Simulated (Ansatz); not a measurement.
NaCl (rock salt, Fm-3m), the program Ansatz at the LDA level (PAW), all energies at zero smearing, with the estimated change up to a 700 eV cutoff added, with one set of potentials and settings (totals compare only within such a set). Cell of 2 atoms (1 Na, 1 Cl): -2514.333 eV.

```tsv
element	reference phase	E (eV/atom)
Na	Fm-3m, 1 atoms in the cell	-1466.6103
Cl	Cmce, 4 atoms in the cell	-1044.0601
```

Formation energy per atom, worked out: (-2514.333 − 1×(-1466.6103) − 1×(-1044.0601))/2 = -1.831 eV/atom (-177 kJ per mol of atoms), at 0 K, without zero-point energy or fitted corrections.

The LDA relaxation kept the symmetry of its start; phonons on a q-mesh show no instability. The references are the lowest solids computed at this level, not always the standard phases (solids in place of the gases).

Potentials: the later of the program's two PAW sets.
